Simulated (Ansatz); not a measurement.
W$_{2}$N$_{3}$:
```xyz
10
Lattice="2.8902 0.0000 0.0000 -1.4451 2.5030 0.0000 0.0000 0.0000 15.5079" Properties=species:S:1:pos:R:3 pbc="T T T"
W      1.4451     0.8343     2.4183
W      0.0000     1.6687    13.0896
W      0.0000     1.6687    10.1722
W      1.4451     0.8343     5.3356
N      1.4451     0.8343    14.1960
N      0.0000     1.6687     1.3119
N      0.0000     1.6687     6.4420
N      1.4451     0.8343     9.0658
N      1.4451     0.8343    11.6309
N      0.0000     1.6687     3.8770
```

Relaxed with r²SCAN+D4. Special points in fractions of this cell's reciprocal vectors: Γ (0.000, 0.000, 0.000); M (0.500, 0.000, 0.000); K (0.333, 0.333, 0.000); A (0.000, 0.000, 0.500); L (0.500, 0.000, 0.500); H (0.333, 0.333, 0.500).

**Question.** List the band energies nearest the Fermi level at these points for DFT-r²SCAN+D4 in the program Ansatz with PAW potentials.

**Answer.** In eV from the Fermi level; about four levels below and three above (degenerate sets whole), none deeper than 8.9 eV; points with the same levels are listed once.

```json
[
 {"k": "Γ", "below": "-3.74 -3.74 -2.94 -2.16", "above": "0.42 0.56 0.56"},
 {"k": "M", "below": "-2.70 -2.60 -0.39 -0.25", "above": "0.17 0.59 3.13"},
 {"k": "K", "below": "-1.97 -1.97 -0.79 -0.74", "above": "1.10 1.10 2.30 2.30"},
 {"k": "A", "below": "-3.75 -3.75 -3.75 -3.75 -2.56 -2.56", "above": "0.58 0.58 0.58 0.58"},
 {"k": "L", "below": "-2.65 -2.65 -0.34 -0.34", "above": "0.40 0.40 3.14 3.14"},
 {"k": "H", "below": "-1.91 -1.91 -0.77 -0.77", "above": "1.10 1.10 2.29 2.29"}
]
```

Space group P6_3/mmc. The first step of the workflow began from a Materials Project structure, measured or hypothetical; the Crystallography Open Database copy checked does not list it. Whether it is the stable phase at ambient conditions was not checked. The r²SCAN+D4 relaxation kept the symmetry of its start; whether a distortion lowers the energy is not shown. The run is not spin-polarised. Spin–orbit coupling is left out wherever it is not named.

Potentials: the later of the program's two PAW sets.
